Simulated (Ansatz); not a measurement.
Given:

Sn:
```
Sn
1.0
   -2.96229     2.96229     1.61872
    2.96229    -2.96229     1.61872
    2.96229     2.96229    -1.61872
Sn
2
Direct
  0.75000   0.25000   0.50000
  0.00000   0.00000   0.00000
```

This is the PBE-relaxed structure. Tensor components refer to the Cartesian frame of this cell.

Question: All from DFT-PBE in the program Ansatz with PAW potentials, unless another level is named. Give the bulk modulus (Birch–Murnaghan fit).

Answer: 47.2 GPa.

Question: What about the elastic constants (relaxed ions, GPa)?

Answer: C11 = 57.7, C12 = 60.1, C13 = 28.4, C33 = 77.7, C44 = 19.0, C66 = 21.5.

Space group I4_1/amd (β-Sn type). Symmetry was held in the PBE relaxation. At this level the phase is mechanically unstable. As this level gives no gap, shear constants depend on the k-mesh and smearing (Fermi–Dirac, 0.1 eV here). On the denser mesh and wider smearing of the elastic run this cell carries a stress of 0.4 GPa. Spin–orbit coupling is left out wherever it is not named.

Potentials: the later of the program's two PAW sets.
